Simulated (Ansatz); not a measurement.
HfO$_{2}$:
```cif
data_Hf12O24
_chemical_formula_sum 'Hf12 O24'
_space_group_name_H-M_alt 'P 1'
_space_group_IT_number 1
_cell_length_a 4.83105
_cell_length_b 5.81374
_cell_length_c 15.99462
_cell_angle_alpha 90.000
_cell_angle_beta 90.000
_cell_angle_gamma 90.000
loop_
_space_group_symop_operation_xyz
  'x, y, z'
loop_
_atom_site_label
_atom_site_type_symbol
_atom_site_fract_x
_atom_site_fract_y
_atom_site_fract_z
_atom_site_occupancy
Hf1 Hf 0.00228 0.34875 0.08417 1
Hf2 Hf 0.99772 0.65125 0.91583 1
Hf3 Hf 0.49772 0.15125 0.58417 1
Hf4 Hf 0.50228 0.84875 0.41583 1
Hf5 Hf 0.50228 0.15125 0.91583 1
Hf6 Hf 0.49772 0.84875 0.08417 1
Hf7 Hf 0.99772 0.34875 0.41583 1
Hf8 Hf 0.00228 0.65125 0.58417 1
Hf9 Hf 0.00000 0.02374 0.25000 1
Hf10 Hf 0.00000 0.97626 0.75000 1
Hf11 Hf 0.50000 0.47626 0.75000 1
Hf12 Hf 0.50000 0.52374 0.25000 1
O1 O 0.20549 0.62923 0.03009 1
O2 O 0.79451 0.37077 0.96991 1
O3 O 0.29451 0.87077 0.53009 1
O4 O 0.70549 0.12923 0.46991 1
O5 O 0.70549 0.87077 0.96991 1
O6 O 0.29451 0.12923 0.03009 1
O7 O 0.79451 0.62923 0.46991 1
O8 O 0.20549 0.37077 0.53009 1
O9 O 0.27871 0.18977 0.69576 1
O10 O 0.72129 0.81023 0.30424 1
O11 O 0.22129 0.31023 0.19576 1
O12 O 0.77871 0.68977 0.80424 1
O13 O 0.77871 0.31023 0.30424 1
O14 O 0.22129 0.68977 0.69576 1
O15 O 0.72129 0.18977 0.80424 1
O16 O 0.27871 0.81023 0.19576 1
O17 O 0.21325 0.07373 0.36217 1
O18 O 0.78675 0.92627 0.63783 1
O19 O 0.28675 0.42627 0.86217 1
O20 O 0.71325 0.57373 0.13783 1
O21 O 0.71325 0.42627 0.63783 1
O22 O 0.28675 0.57373 0.36217 1
O23 O 0.78675 0.07373 0.13783 1
O24 O 0.21325 0.92627 0.86217 1
```

Relaxed with r²SCAN. The program Ansatz at the r²SCAN level (PAW) gives a gap of 4.79 eV.

Question: What gap does HSE06 give on the same cell (Ansatz, PAW)?

Answer: 5.91 eV, 1.12 eV more. The hybrid was solved on a coarser mesh and at special points; the gap given is the minimum over both.

Cost on shared cores: the r²SCAN run (SCF on a 6×5×2 mesh, then bands and DOS) roughly 50 core-minutes, the HSE06 run (SCF on 4×3×1, then a few points) around 15 core-minutes (rough); the tasks are unlike.

Space group Pbcn. The first step of the workflow began from a Materials Project structure, measured or hypothetical; the Crystallography Open Database copy checked does not list it. It is not the phase usual at ambient conditions (space group No. 14, 29). The r²SCAN relaxation kept the symmetry of its start; whether a distortion lowers the energy is not shown. The run is not spin-polarised. Scalar-relativistic: spin–orbit coupling is off unless named, which matters more the heavier the elements.

Potentials: the later of the program's two PAW sets.
